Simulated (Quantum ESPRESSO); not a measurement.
## Si6AlP (a curve over one atom's position)

Computed values, not a measurement. The program is pw.x of Quantum ESPRESSO 7.5 (plane-wave density functional theory). The cell is made up: 8 atoms on a zincblende/diamond lattice, with randomly drawn elements, strain and displacements, not relaxed. PseudoDojo standard norm-conserving files (v0.5 for PBE, v0.4.1 for LDA and PBEsol) set the functional; there is no spin polarisation, spin-orbit coupling or dispersion term, and the masses in the input are unused placeholders.

Seven runs move atom 8 (Si, counted in the order of the input) along x and keep all else fixed.

Input of the run at -0.0070:

```
&control calculation='scf', pseudo_dir='./dojo.nc.sr.pbe.v0_5.standard.upf', outdir='./o', disk_io='low', tprnfor=.true., tstress=.true. /
&system ibrav=0, nat=8, ntyp=3, nbnd=26, ecutwfc=44.02568797, nosym=.true., tot_charge=0,
 occupations='smearing', smearing='fd', degauss=0.0073498644
/
&electrons conv_thr=7.350e-09, electron_maxstep=60, /
ATOMIC_SPECIES
Al 1.0 Al.upf
P 1.0 P.upf
Si 1.0 Si.upf
CELL_PARAMETERS angstrom
5.6038 -0.043 -0.0382
-0.043 5.4899 0.0639
-0.0382 0.0639 5.6281
ATOMIC_POSITIONS angstrom
Si 0.0123 0.0613 0.0881
Si 0.009 2.7244 2.8105
Si 2.8754 -0.0003 2.7671
Si 2.8275 2.7249 -0.0378
Al 1.3127 1.419 1.3968
Si 1.3743 4.1833 4.3298
P 4.1471 1.3834 4.2268
Si 4.1188 4.1331 1.3631
K_POINTS automatic
6 6 6 1 1 1
```

```
shift of atom 8 along x (Å)  free energy less that of the input shown (eV)  Fx on atom 8 (eV/Å)  Fy on atom 8 (eV/Å)  Fz on atom 8 (eV/Å)  pressure (GPa)  iterations
                    -0.0760                                         0.0811                1.562               -0.483                0.564           -2.28          10
                    -0.0559                                         0.0519                1.339               -0.516                0.588           -2.31          10
                    -0.0299                                         0.0209                1.045               -0.560                0.620           -2.33          10
                    -0.0070                                         0.0000                0.782               -0.600                0.649           -2.34          10
                    +0.0232                                        -0.0183                0.431               -0.654                0.690           -2.34          10
                    +0.0323                                        -0.0218                0.324               -0.671                0.702           -2.33          10
                    +0.1089                                        -0.0119               -0.584               -0.821                0.818           -2.25          10
```

A cubic fit gives dFx/dx = -11.59 eV/Å² at zero shift. Across the table the free energy follows the integral of the force to within 0.1 meV. A rerun of one of the cells at 838 eV and a 8 x 8 x 8 mesh moved values by no more than 0.002 eV in energy, 0.02 GPa in stress and 0.003 eV/Å in force.